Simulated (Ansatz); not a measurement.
TiSi (CsCl type, Pm-3m), the program Ansatz at the PBEsol level (PAW), all energies at zero smearing, with the estimated change up to a 700 eV cutoff added, with one set of potentials and settings (totals compare only within such a set). Cell of 2 atoms (1 Ti, 1 Si): -3096.104 eV.

```json
[
 {"element": "Ti", "reference phase": "P6/mmm, 3 atoms in the cell", "E (eV/atom)": "-2473.9163"},
 {"element": "Si", "reference phase": "Fd-3m, 2 atoms in the cell", "E (eV/atom)": "-621.4938"}
]
```

Formation energy per atom, worked out: (-3096.104 − 1×(-2473.9163) − 1×(-621.4938))/2 = -0.347 eV/atom (-33 kJ per mol of atoms), at 0 K, without zero-point energy or fitted corrections.

The cell is a constructed one: a structure type filled with these elements; neither database checked (COD, Materials Project) lists it. COD files the formula under space group No. 25. Its standing as an ambient phase is unchecked. The PBEsol relaxation kept the symmetry of its start. At this level the phase is mechanically unstable. No spin polarisation was allowed. The references are the lowest solids computed at this level, not always the standard phases.

Potentials: the earlier of the program's two PAW sets. The files were generated under PBE; for other functionals the program regenerates the frozen cores, and for LDA and PBEsol the local potential too.
